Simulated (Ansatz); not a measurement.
Trial structure of Ca4Zn3, not yet relaxed:

```
CELL_PARAMETERS angstrom
5.17477 0.00000 0.00000
-2.58738 4.48148 0.00000
0.00000 0.00000 7.13019
ATOMIC_POSITIONS crystal
Ca 0.00000 0.00000 0.50000
Ca 0.50000 0.00000 0.00000
Ca 0.00000 0.50000 0.00000
Ca 0.50000 0.50000 0.00000
Zn 0.33333 0.66667 0.50000
Zn 0.66667 0.33333 0.50000
Zn 0.00000 0.00000 0.00000
```

Theory: DFT PBE, scalar-relativistic, plane waves, PAW (Ansatz 0.2.0). Cutoff 420 eV; k points 6×6×4 on the computed 7-atom cell (Γ-centred); Gaussian smearing, width 0.10 eV; no spin polarisation.

Formation energies are uncorrected and refer to the elements' standard structures at the same level.

Problem. How far from equilibrium is it?

Solution. The pressure is 12.9 GPa (the mean over three directions, positive in compression), the largest force is 0.00 eV/Å (symmetry fixes the atoms), and the energy is +1.11 eV/atom against the elements. The shortest distance is 2.59 Å.

Problem. How much does it gain on relaxing, and where does it end?

Solution. Relaxing gains about 1.1 eV/atom (the start's value is from the coarse mesh, so the gain is rough) in 17 ionic steps and ends at +0.04 eV/atom on the finer mesh. The symmetry stays P6/mmm (No. 191). The volume per atom grows by 28.5 %, from 23.6 to 30.4 Å³. The shortest distance goes from 2.59 Å (Ca–Zn and Ca–Ca) to 2.73 Å (Ca–Zn). The ratio c/a of the conventional cell changes by a factor of 0.59. Conventional cell: a = 6.707 Å, c = 5.456 Å. Ca on a site of symmetry 6/mmm is surrounded by 2 Zn at 2.73 Å and 6 Zn at 3.87 Å; around Ca on a site of symmetry mmm lie 6 Zn at 3.35 Å and 4 Ca at 3.35 Å; Zn on a site of symmetry -6m2 is surrounded by 6 Ca at 3.35 Å, 3 Ca at 3.87 Å and 3 Zn at 3.87 Å; 1 more site not described.

The last run used a 6×6×8 mesh (in the run's order of axes) for its 7-atom cell and Gaussian smearing of 0.10 eV. The k mesh leaves some 4 meV/atom of noise in the energy of each metallic cell. The relaxation can't lower the symmetry of the start. A structure relaxed within its symmetry needn't be a true minimum.
